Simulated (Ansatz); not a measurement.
**Find the missing element**

Cell vectors (Å):

```
0.0000 3.2880 3.2880
3.2880 0.0000 3.2880
3.2880 3.2880 0.0000
```

```csv
atom,a,b,c
X,0.0000,0.0000,0.0000
```

All numbers below come from PBEsol, all-electron LAPW in Ansatz 0.2.0, scalar-relativistic. k mesh 16×16×16, Fermi-Dirac smearing of 0.050 eV.

Harmonic phonons of a crystal by Kohn-Sham DFT at the given cell, standard atomic masses, acoustic sum rule imposed; negative wavenumbers are unstable modes.

| point | q a (r.l.u.) | q b (r.l.u.) | q c (r.l.u.) | branch | phonon wavenumber (cm⁻¹) |
| --- | --- | --- | --- | --- | --- |
| 0.25/0/0 | 0.25 | 0 | 0 | 1 | 22.5 |
| 0.25/0/0 | 0.25 | 0 | 0 | 3 | 56.4 |
| L | 0.5 | 0 | 0 | 1 | 32 |
| L | 0.5 | 0 | 0 | 3 | 78.7 |
| 0.25/0.25/0 | 0.25 | 0.25 | 0 | 1 | 39.5 |
| 0.25/0.25/0 | 0.25 | 0.25 | 0 | 3 | 53.3 |
| 0.5/0.25/0 | 0.5 | 0.25 | 0 | 1 | 45.6 |
| 0.5/0.25/0 | 0.5 | 0.25 | 0 | 2 | 54.6 |
| 0.5/0.25/0 | 0.5 | 0.25 | 0 | 3 | 74.7 |
| -0.25/0.25/0 | -0.25 | 0.25 | 0 | 1 | 31.9 |
| -0.25/0.25/0 | -0.25 | 0.25 | 0 | 2 | 57.3 |
| -0.25/0.25/0 | -0.25 | 0.25 | 0 | 3 | 67.1 |
| X | 0.5 | 0.5 | 0 | 1 | 56 |
| X | 0.5 | 0.5 | 0 | 3 | 81.2 |
| W | -0.25 | 0.5 | 0.25 | 1 | 51.7 |
| W | -0.25 | 0.5 | 0.25 | 2 | 70.1 |

Problem. All X atoms are one element. Which one was computed?

Solution. K; the crystal is K (Fm-3m, a database entry that needn't be its stable phase).

Caveats: responses of metals move with mesh and smearing.
